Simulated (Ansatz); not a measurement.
Values for one crystal, relaxed and computed with r²SCAN (plane waves, PAW; program Ansatz); other levels are named.

* **Volume per atom**: 16.70 Å³
* **Electronic character**: metallic (no gap)
* **Formation energy from the elements (no fitted shifts)**: 0.78 eV/atom
* **Density of states at the Fermi level**: 0.61 states/eV per atom (mean over ±0.08 eV)

Question: Which compound is it?
A. CeGa, Cmcm (Ce on 4c, Ga on 4c)
B. HfW2, cubic Laves (MgCu2 type)
C. CeRh, Cmcm (Ce on 4c, Rh on 4c)
D. AgW, Cmcm (Ag on 4c, W on 4c)

Answer: D, AgW, Cmcm (Ag on 4c, W on 4c)

The start of the workflow was typed in or built on a structure type; neither database checked (COD, Materials Project) lists it. Whether it is the stable phase at ambient conditions was not checked. The cell was relaxed with r²SCAN under the symmetry of its start; whether a distortion lowers the energy is not shown. The run is not spin-polarised. Its formation energy is positive at this level, so the cell may be metastable or incomplete. The references are the lowest solids computed at this level, not always the standard phases. Spin–orbit coupling is left out wherever it is not named.

Potentials: the later of the program's two PAW sets.
